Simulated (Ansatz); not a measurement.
The end of the path is a generated cell of AlPd: the first start was made by placing the elements on the sites of a structure type, and the end was not matched to a known phase here, so it may be hypothetical.

A geometry of AlPd away from equilibrium: step 14 of the relaxation of a generated cell, AlPd built in the AFLOW prototype AB_oP4_59_a_b (as in CuTe). Level of theory: PBE (plane waves to 420 eV, PAW, scalar-relativistic; Ansatz, a program for electronic structure). Γ-centred k-mesh 12×9×6 on the run's cell (coarser than for final values), Fermi–Dirac smearing 0.05 eV.

```
CELL_PARAMETERS angstrom
      3.03951     0.00000     0.00000
      0.00000     4.38457     0.00000
      0.00000     0.00000     4.39929
ATOMIC_POSITIONS crystal
  Al 0.00000 0.00000 0.09667
  Al 0.50000 0.50000 0.90333
  Pd 0.00000 0.50000 0.38794
  Pd 0.50000 0.00000 0.61206
```

Which atoms carry the largest force, and which way does it point?

0.02 eV/Å, on Pd3, Pd4 (atoms numbered as listed); on Pd3 its components are (0.00, 0.00, -0.02).

What is the pressure?

+4.3 GPa, compression positive.

How far above the relaxed end point is this geometry?

0.03 eV/atom; the path ends in Pmmn (No. 59).

No spin polarisation in the result.

The run could not lose the symmetry of its start, so the end can be a saddle point.
